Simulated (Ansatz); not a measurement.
BaTiO3:
```
CELL_PARAMETERS angstrom
      2.83232     1.63524     2.32862
     -2.83232     1.63524     2.32862
      0.00000    -3.27048     2.32862
ATOMIC_POSITIONS crystal
  Ba 0.00225 0.00225 0.00225
  Ti 0.51637 0.51637 0.51637
  O  0.48786 0.97676 0.48786
  O  0.48786 0.48786 0.97676
  O  0.97676 0.48786 0.48786
```

Relaxed with HSE06.

### Question
Give the Bader charges and basin volumes of the independent atoms, plane-wave PAW HSE06 (Ansatz code).

### Answer


| atom | Bader charge (e) | Bader volume (Å³) |
|---|---|---|
| Ba1 | +1.59 | 20.3 |
| Ti2 | +2.36 | 7.0 |
| O3 | -1.32 | 12.5 |

Space group R3m. This is a known low-temperature phase of the composition, computed here at zero pressure and temperature. Symmetry was held in the HSE06 relaxation; its stability against distortions is not shown here. The run is not spin-polarised. Scalar-relativistic: spin–orbit coupling is off unless named, which matters more the heavier the elements.

Potentials: the earlier of the program's two PAW sets. The files were generated under PBE; for other functionals the program regenerates the frozen cores, and for LDA and PBEsol the local potential too.
